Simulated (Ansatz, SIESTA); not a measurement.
## Mg3Te: programs and potentials compared

```xyz
4
Lattice="-2.1394 2.1394 5.2825 2.1394 -2.1394 5.2825 2.1394 2.1394 -5.2825" Properties=species:S:1:pos:R:3 pbc="T T T"
Te    0.0000    0.0000    0.0000
Mg    2.1394    0.0000    2.6412
Mg    0.0000    2.1394    2.6412
Mg    0.0000    0.0000    5.2825
```

The cell comes from a database or a generator and needn't be the stable form of this composition.

Alike in all runs: task band structure; functional PBEsol; k mesh 9 × 9 × 9; occupations fermi-dirac, width 0.05 eV; no spin polarisation; no spin-orbit coupling. Pressure is positive in compression and, in plane waves, holds the error of the finite cutoff, which Ansatz's Pulay term estimates and takes out.

| program and potentials | plane-wave cutoff (eV) | notes | pressure (GPa) |
| --- | --- | --- | --- |
| Ansatz, Ansatz PAW | 420 | potentials made for PBE, which Ansatz adapts in part; 11.5 valence electrons an atom on average | ? |
| SIESTA, files PseudoDojo sr-pbesol-0.4.1-standard, DZP (energy shift 0.003 Ry; two zetas on semicore shells) | - | atomic basis; 11.5 valence electrons an atom on average | 0.13 |
| Ansatz, PAW datasets made for the crystal | 120 | 3 valence electrons an atom on average | -1.06 |
| Ansatz, all-electron LAPW, scalar-relativistic | - | - | -1.05 |

Problem. Estimate from the other rows what the run with Ansatz, Ansatz PAW gave.

Solution. Pressure -1.04 GPa. The other rows, which needn't bracket it: pressure -1.06 to 0.13.
